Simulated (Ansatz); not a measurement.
Recipe of this trial structure of HfB₁₀: random cell by space group and Wyckoff sites (P4/mmm, No. 123). Its size is a rough estimate.

```cif
data_structure
_symmetry_space_group_name_H-M 'P4/mmm'
_symmetry_Int_Tables_number 123
_cell_length_a 4.6283
_cell_length_b 4.6283
_cell_length_c 4.0102
_cell_angle_alpha 90.000
_cell_angle_beta 90.000
_cell_angle_gamma 90.000
_cell_volume 85.90
loop_
_atom_site_label
_atom_site_type_symbol
_atom_site_symmetry_multiplicity
_atom_site_Wyckoff_symbol
_atom_site_fract_x
_atom_site_fract_y
_atom_site_fract_z
_atom_site_occupancy
Hf1 Hf 1 a 0.00000 0.00000 0.00000 1
B1 B 8 s 0.23948 0.00000 0.67633 1
B2 B 2 h 0.50000 0.50000 0.32727 1
```

These are results of DFT PBE, scalar-relativistic, plane waves, PAW (Ansatz 0.2.0), not measurements. Cutoff 420 eV, Gaussian smearing, Γ-centred meshes. Cell and atoms relax first on a coarse mesh and then on a finer one. In between, the cell is made exact in the group found at 0.06 Å. In metals the finer mesh still leaves noise of several meV/atom or more. The steps can't lower the symmetry of their start. No spin polarisation.

A guess keeps its type if space group and coordination stay and the shape of the cell changes little (axis ratios within about 15 %, angles within 6°); the volume may change.

Q: Does this structure survive the relaxation?

A: It doesn't keep its type. The symmetry stays P4/mmm (No. 123). The volume per atom grows by 22.4 %, from 7.8 to 9.6 Å³. The shortest distance goes from 1.39 Å (B–B) to 1.65 Å (B–B). The ratio c/a of the conventional cell changes by a factor of 1.68. Counting neighbours within 15 % of an atom's shortest distance, the start has B 1/3, Hf 8 and the end B 1/3, Hf 8. In detail, at the end around Hf lie 8 B at 2.41 Å; around B on a site of symmetry m lie 1 B at 1.65 Å, 2 B at 1.77 Å, 1 B at 1.95 Å, 2 B at 2.24 Å and 1 Hf at 2.41 Å; B on a site of symmetry 4mm has 1 B at 1.73 Å.

```
Hf B
1.0
     4.16300    0.00000    0.00000
     0.00000    4.16300    0.00000
     0.00000    0.00000    6.06561
Hf B
1 10
Cartesian
  0.0000 0.0000 0.0000
  1.2550 0.0000 4.0081
  2.9080 0.0000 4.0081
  0.0000 1.2550 4.0081
  0.0000 2.9080 4.0081
  2.9080 0.0000 2.0575
  1.2550 0.0000 2.0575
  0.0000 1.2550 2.0575
  0.0000 2.9080 2.0575
  2.0815 2.0815 2.1678
  2.0815 2.0815 3.8978
```

The last run used a 10×10×6 mesh (in the run's order of axes) for its 11-atom cell and Gaussian smearing of 0.10 eV. These runs have no spin–orbit coupling, which can matter for Hf. A structure relaxed within its symmetry needn't be a true minimum.

In counts of neighbours, a slash parts the counts of unlike sites.
